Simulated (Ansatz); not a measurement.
A trial cell of ZrTi5C6, before relaxation:

```
Zr Ti C
1.0
     3.38891    0.00000    0.00000
     0.00000    3.38891    0.00000
     0.00000    0.00000   14.37791
Zr Ti C
1 5 6
Direct
  0.00000 0.00000 0.00000
  0.00000 0.00000 0.66667
  0.50000 0.50000 0.83333
  0.50000 0.50000 0.16667
  0.00000 0.00000 0.33333
  0.50000 0.50000 0.50000
  0.00000 0.00000 0.83333
  0.50000 0.50000 0.00000
  0.00000 0.00000 0.16667
  0.50000 0.50000 0.33333
  0.00000 0.00000 0.50000
  0.50000 0.50000 0.66667
```

The calculation used Ansatz 0.2.0, DFT PBE, scalar-relativistic, plane waves, PAW. Cutoff 420 eV, Gaussian smearing, Γ-centred meshes. Cell and atoms relax first on a coarse mesh and then on a finer one. In between, the cell is made exact in the group found at 0.06 Å. In metals the finer mesh still leaves noise of several meV/atom or more. The steps can't lower the symmetry of their start. No spin polarisation in the relaxation; trial moments died out in a coarse test.

A guess keeps its type if space group and coordination stay and the shape of the cell changes little (axis ratios within about 15 %, angles within 6°); the volume may change.

Problem. Does this structure survive the relaxation?

Solution. It keeps its type. The symmetry stays P4/mmm (No. 123). The volume per atom shrinks by 22.1 %, from 13.8 to 10.7 Å³. The shortest distance goes from 2.40 Å (Ti–C and Zr–C) to 2.13 Å (Ti–C). The ratio c/a of the conventional cell changes by a factor of 0.99. Counting neighbours within 15 % of an atom's shortest distance, the start has C 6, Ti 6, Zr 6 and the end C 6, Ti 6, Zr 6.

The last run used a 12×12×4 mesh (in the run's order of axes) for its 12-atom cell and Gaussian smearing of 0.10 eV. A structure relaxed within its symmetry needn't be a true minimum.
